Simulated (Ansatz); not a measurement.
Given:

Bi2Pd:
```yaml
crystal:
  lattice:
    - [0.00166, 5.60514, 0.00000]
    - [4.21557, 0.00000, 0.00000]
    - [-2.10232, -1.42262, -6.14010]
  atoms:
    - { symbol: Bi, position: [0.68527, 0.84328, 0.68659] }
    - { symbol: Bi, position: [0.31473, 0.15672, 0.31341] }
    - { symbol: Bi, position: [0.20768, 0.42669, 0.85407] }
    - { symbol: Bi, position: [0.79232, 0.57331, 0.14593] }
    - { symbol: Pd, position: [0.16894, 0.77615, 0.55260] }
    - { symbol: Pd, position: [0.83106, 0.22385, 0.44740] }
```

This is the LDA-relaxed structure.

All from LDA in the plane-wave PAW code Ansatz, unless another level is named. Predict the formation energy from the elements (no fitted shifts).

-0.26 eV/atom.

Predict the density of states at the Fermi level.

0.35 states/eV per atom (mean over ±0.08 eV).

Space group C2/m. The first step of the workflow began from a Materials Project structure, measured or hypothetical; the Crystallography Open Database files this formula in space group No. 12, but the cells were not matched. Its standing as an ambient phase is unchecked. The cell was relaxed with LDA under the symmetry of its start; whether a distortion lowers the energy is not shown. The run is not spin-polarised. The references are the lowest solids computed at this level, not always the standard phases. Scalar-relativistic: spin–orbit coupling is off unless named, which matters more the heavier the elements.

Potentials: the later of the program's two PAW sets.
